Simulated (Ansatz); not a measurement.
Polymorphs of Ca, each relaxed with plane-wave PAW PBEsol (Ansatz code):

A: bcc (W type) (Im-3m)
a = b = c = 4.3219 Å, α = β = γ = 90.00°

| atom | site | symmetry | x | y | z |
|---|---|---|---|---|---|
| Ca | 2a | m-3m | 0.0000 | 0.0000 | 0.0000 |

B: diamond (Fd-3m)
a = 8.440 Å, b = 8.440 Å, c = 8.440 Å, α = 90.00°, β = 90.00°, γ = 90.00°

```json
[
 {"atom": "Ca", "site": "8b", "symmetry": "-43m", "x": "0.5000", "y": "0.5000", "z": "0.5000"}
]
```

C: hcp (Mg type) (P6_3/mmc)
a = b = 3.8527 Å, c = 6.3425 Å, α = β = 90.00°, γ = 120.00°

```json
[
 {"atom": "Ca", "site": "2c", "symmetry": "-6m2", "x": "0.3333", "y": "0.6667", "z": "0.2500"}
]
```

Task: Order them by energy per atom at 0 K (lowest first) at the level PBEsol.

Result: C (+0 meV/atom), A (+13 meV/atom), B (+1108 meV/atom)

Typed or built starts, not in the databases checked: B. Not the usual ambient phase: A; B; C. Unstable at this level: B. All cells were relaxed under the symmetry of their starts (and spin orders); stability against distortions was not tested throughout.

Energies hold the estimated change up to a 700 eV cutoff; steps of a few meV lie near the error of the meshes.

Potentials: the later of the program's two PAW sets.
